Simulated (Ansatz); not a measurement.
Values for one crystal, relaxed and computed with plane-wave PAW PBEsol (Ansatz code); other levels are named.

```yaml
volume_per_atom: 22.59 Å³
electronic_character: metallic (no gap)
debye_temperature_from_the_elastic_constants: 171 K
Elastic constants (relaxed ions, GPa): C11 = 111, C12 = 82.3, C13 = 64.2, C33 = 168, C44 = 29.0
Density of states at the Fermi level: 0.33 states/eV per atom (mean over ±0.08 eV)
zone_centre_stability: no imaginary mode at Γ
Young's modulus: 65.8 GPa
```

### Question
Which compound is it?
A) MnSn2, I4/mcm (Mn on 4a, Sn on 8h)
B) TiPt, CsCl type
C) Zr2Cu, C2/m (Zr on 4i, Zr on 4i, Cu on 4i)
D) SnAu, NiAs type

### Answer
D, SnAu, NiAs type

Space group P6_3/mmc (NiAs type). The workflow started from a Materials Project entry (that database holds measured and hypothetical structures alike); the Crystallography Open Database files this formula in space group No. 194, but the cells were not matched. Its standing as an ambient phase is unchecked. Symmetry was held in the PBEsol relaxation. As this level gives no gap, shear constants depend on the k-mesh and smearing (Fermi–Dirac, 0.1 eV here). Scalar-relativistic: spin–orbit coupling is off unless named, which matters more the heavier the elements.

Potentials: the later of the program's two PAW sets.
